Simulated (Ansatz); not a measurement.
# Does this entry for LuAsO4 lie near equilibrium?

The cell is a structure deposited in the COD, taken as it stands.

Space group I4_1/amd:1 (No. 141); a = 6.9490, c = 6.2270 Å.

| site | Wyckoff | site symmetry | x | y | z |
| --- | --- | --- | --- | --- | --- |
| Lu | 4a | -4m2 | 0.0000 | 0.5000 | 0.2500 |
| As | 4b | -4m2 | 0.0000 | 0.0000 | 0.5000 |
| O | 16h | .m. | 0.0000 | 0.1833 | 0.3239 |

One atom of each set is listed; the run and its k-mesh use a cell of 12 atoms with edges of 5.82, 5.82, 5.82 Å.

Method: Kohn–Sham DFT in Ansatz, PBE, plane waves and PAW, scalar-relativistic, 420 eV cutoff, Γ-centred 5×5×5 k-points, Fermi–Dirac smearing 0.02 eV.

Q: Do the atoms and the cell lie near the calculated equilibrium?

A: Not quite. The largest force is 0.76 eV/Å, on atom 7 (O: 1 As at 1.68 Å, 2 Lu at 2.25–2.39 Å), and the pressure is 7.3 GPa. Relaxing the atoms is still advisable, since electric field gradients respond to shifts of a few hundredths of an ångström.
